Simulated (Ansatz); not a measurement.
Input:

BeTe:
```xyz
2
Lattice="0.0000 2.6853 2.6853 2.6853 0.0000 2.6853 2.6853 2.6853 0.0000" Properties=species:S:1:pos:R:3 pbc="T T T"
Be     0.0000     0.0000     0.0000
Te     2.6853     2.6853     2.6853
```

This is the r²SCAN-relaxed structure.

All from r²SCAN in the plane-wave PAW code Ansatz, unless another level is named. Predict the Hill bulk and shear moduli.

67.8 and 41.2 GPa.

What about the elastic constants (relaxed ions, GPa)?

C11 = 111, C12 = 46.2, C44 = 48.4.

Space group Fm-3m (rock salt). The start of the workflow was typed in or built on a structure type; neither database checked (COD, Materials Project) lists it. COD files the formula under space group No. 216, so this cell is another polymorph or a model. Whether it is the stable phase at ambient conditions was not checked. The cell was relaxed with r²SCAN under the symmetry of its start; whether a distortion lowers the energy is not shown. As this level gives no gap, shear constants depend on the k-mesh and smearing (Fermi–Dirac, 0.1 eV here). Scalar-relativistic: spin–orbit coupling is off unless named, which matters more the heavier the elements.

Potentials: the earlier of the program's two PAW sets.
